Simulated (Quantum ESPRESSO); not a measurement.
# Planted mistakes on one cell of Mo3WS7Se

These are calculations, not measurements. They come from pw.x of Quantum ESPRESSO 7.5, a plane-wave density functional program, with PseudoDojo standard norm-conserving files (v0.5 for PBE, v0.4.1 for LDA and PBEsol). The cells are made up: elements, strain and atom displacements were drawn at random, and nothing was relaxed. There is no spin polarisation, spin-orbit coupling or dispersion term.

The cell has 12 sites of a 2H layered lattice (rectangular cell). Sites 1 to 4 hold Mo W Mo Mo; sites 5 to 12 hold S S S S Se S S S. Cell vectors in Å: (3.230, 0.000, 0.000); (0.000, 5.594, 0.000); (0.000, 0.000, 12.815). Settings: PBE, cutoff 1170 eV, 7 x 4 x 2 k mesh shifted by half a step, Fermi-Dirac smearing of 0.025 eV.

The intended run has a self-consistency threshold of 1e-07 eV, a smearing term of 0.000 eV, a pressure of -2.95 GPa and 21 iterations. Each further run changes one thing: all lengths scaled by 1.0181; atoms of sites 9 and 11 exchanged; cutoff 690 eV; files of PBEsol; k mesh 2 x 2 x 2; one electron added; smearing 0.75 eV; threshold 0.3 eV. A coarse mesh keeps the shift, and a charged cell sits in a uniform background.

| run | change of free energy (eV) | smearing term -TS (eV) | change of P (GPa) | largest change of a force component (eV/Å) | iterations |
| --- | --- | --- | --- | --- | --- |
| A | 0.487 | 0.000 | -5.99 | 0.891 | 22 |
| B | 11.790 | 0.000 | -51.50 | 0.021 | 24 |
| C | 0.081 | 0.000 | 0.43 | 0.068 | 7 |
| D | 0.953 | 0.000 | -4.53 | 0.320 | 22 |
| E | -1.293 | 0.000 | -1.07 | 0.477 | 23 |
| F | -3.541 | -10.652 | 5.40 | 0.814 | 20 |
| G | 0.257 | 0.000 | 0.38 | 2.852 | 22 |
| H | 11.522 | -0.015 | 11.49 | 0.491 | 18 |

A rerun of the intended cell at 1467 eV and k mesh 9 x 6 x 4 moved values by no more than 0.002 eV in the cell's energy, 0.02 GPa in stress and 0.003 eV/Å in force.

Question: which change belongs to which run?

## Worked reading

Run C has the fewest iterations, as a run stopped early does. Run F has the largest smearing term, as wide smearing gives. Run B has a higher energy and the largest fall in pressure, as too small a basis gives. Run A changes the volume by a factor of 1.0553; minus its pressure change over the logarithm of that factor, 111 GPa, is a rough bulk modulus with clamped atoms. Energies from files of another functional, or of a charged cell, have another zero and say nothing on stability; the pressure of a charged cell rests on the program's zero of potential too.

## Key

| run | change |
| --- | --- |
| A | all lengths scaled by 1.0181 |
| B | cutoff 690 eV |
| C | threshold 0.3 eV |
| D | files of PBEsol |
| E | k mesh 2 x 2 x 2 |
| F | smearing 0.75 eV |
| G | atoms of sites 9 and 11 exchanged |
| H | one electron added |